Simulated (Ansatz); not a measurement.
Ga:
```
CELL_PARAMETERS angstrom
      3.81132    -2.30809     0.00000
      3.81132     2.30809     0.00000
      0.00000     0.00000     4.55670
ATOMIC_POSITIONS crystal
  Ga 0.99482 0.33099 0.25000
  Ga 0.00518 0.66901 0.75000
  Ga 0.33099 0.99482 0.75000
  Ga 0.66901 0.00518 0.25000
```

Relaxed with r²SCAN.

Q: Map the valence electron density (e/Å³), cut off at 2 on the plane through (0.995, 0.331, 0.250) spanned by u = [1, 1, 0] and v = [1, -1, 0] in lattice vectors, from DFT-r²SCAN in the program Ansatz with PAW potentials.

A: x is the fraction of u, y of v (the angle between them is 90°; rows are the nearest grid lines); atoms in the plane: Ga at (0.00, 0.00), Ga at (0.50, 0.50), Ga at (0.17, 0.50), Ga at (0.67, 0.00).
```
y \ x   0.000  0.0789  0.184  0.263  0.368  0.447  0.553  0.632  0.737  0.816  0.921   1.00
------  -----  ------  -----  -----  -----  -----  -----  -----  -----  -----  -----  -----
1.00     2.00    2.00  0.104  0.031  0.021  0.051  0.381   2.00   2.00  0.437   2.00   2.00
0.913    2.00   0.933  0.117  0.040  0.028  0.064  0.325   2.00   1.71  0.355  0.955   2.00
0.826   0.645   0.386  0.149  0.068  0.050  0.097  0.265  0.532  0.389  0.197  0.321  0.645
0.783   0.334   0.310  0.186  0.096  0.072  0.132  0.265  0.339  0.226  0.134  0.196  0.334
0.696   0.159   0.293  0.433  0.223  0.161  0.321  0.386  0.224  0.092  0.057  0.081  0.159
0.609   0.120   0.469   2.00  0.567  0.322   1.50   1.50  0.235  0.051  0.027  0.043  0.120
0.522   0.121   0.868   2.00   1.19  0.463   2.00   2.00  0.290  0.043  0.020  0.035  0.121
0.478   0.126   0.872   2.00   1.19  0.466   2.00   2.00  0.297  0.046  0.021  0.036  0.126
0.391   0.140   0.490   2.00  0.576  0.335   1.51   1.50  0.260  0.061  0.030  0.050  0.140
0.304   0.179   0.309  0.435  0.228  0.169  0.323  0.393  0.245  0.102  0.057  0.088  0.179
0.217   0.338   0.302  0.169  0.092  0.073  0.122  0.249  0.339  0.226  0.127  0.195  0.338
0.174   0.638   0.369  0.129  0.061  0.048  0.084  0.241  0.522  0.383  0.186  0.314  0.638
0.0870   2.00   0.920  0.101  0.035  0.025  0.054  0.303   2.00   1.71  0.344  0.950   2.00
0.000    2.00    2.00  0.104  0.031  0.021  0.051  0.381   2.00   2.00  0.437   2.00   2.00
```

The density is the valence pseudo-density with augmentation charge, so density and ELF within about 1 Å of a nucleus are not all-electron values.

Space group Cmcm. The first step of the workflow began from a Materials Project structure, measured or hypothetical; the Crystallography Open Database files this formula in space group No. 63, but the cells were not matched. It is not the phase usual at ambient conditions (space group No. 64). Symmetry was held in the r²SCAN relaxation; of distortions, only those at the zone centre were tested.

Potentials: the earlier of the program's two PAW sets.
